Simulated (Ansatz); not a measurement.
**Zn2CrIn3Te8: the lowest state among those tried**

System: Zn2CrIn3Te8, a small unrelaxed cell with one substitutional d or f atom; the cell holds 14 atoms. One In of COD entry 1537378 is replaced by Cr, with no charge compensation. Forces or pressure are large, so the cell is far from its computed equilibrium.

```
CELL_PARAMETERS angstrom
6.12200 0.00000 0.00000
0.00000 6.12200 0.00000
0.00000 0.00000 12.24000
ATOMIC_POSITIONS crystal
Cr 0.50000 0.50000 0.00000
In 0.00000 0.50000 0.25000
Zn 0.00000 0.00000 0.00000
Te 0.25000 0.25000 0.12500
Te 0.75000 0.25000 0.37500
Te 0.75000 0.75000 0.12500
Te 0.25000 0.75000 0.37500
In 0.00000 0.00000 0.50000
In 0.50000 0.00000 0.75000
Zn 0.50000 0.50000 0.50000
Te 0.75000 0.75000 0.62500
Te 0.25000 0.75000 0.87500
Te 0.25000 0.25000 0.62500
Te 0.75000 0.25000 0.87500
```

Site labels below count the atoms in this order, from 1.

Computed with DFT, PBE, PAW, plane waves, scalar-relativistic (Ansatz development build ahead of 0.2.0).

```
Plane-wave cutoff : 420 eV
k-point mesh      : 2×2×1 (Γ-centred)
Occupations       : Fermi–Dirac smearing, 0.05 eV
Valence electrons : 205
```

Site moments are integrals over atomic spheres and don't add up to the total.

With one magnetic atom in the cell its copies can only be parallel; orders in a larger cell may lie lower.

The order of the states may change once the cell relaxes. “Lowest” means lowest among the runs made in this cell.

In a plain SCF nothing is tried after convergence.

Question: The cell was converged 8 times from various starts and settings. Describe the lowest state found.

Answer: Spin-polarised with opposed moments on main-group atoms, site moments Cr1 3.10 μB, total 3.00 μB per cell, no gap on the k-mesh.

Question: What is the energy gained by magnetism, per atom?

Answer: 82.2 meV/atom (1.15 eV per cell); the unpolarised solution has no gap on the mesh and a pressure of 5.1 GPa against 5.9 GPa.

Launched as:
```sh
ansatz run input.yaml --threads 4 --pin off --max-ram 9216MiB --backend cpu --events-out ev --progress --plain --runs-dir out
```

Machine: 4 threads of Arm Neoverse V1, on a shared host.

Question: Estimate the wall time and peak memory of the run “usual moment, plain SCF [Cr1 3.00 μB]” on this machine.

Answer: 13 s, 1.4 GiB (17 iterations, 3 k-points after symmetry).
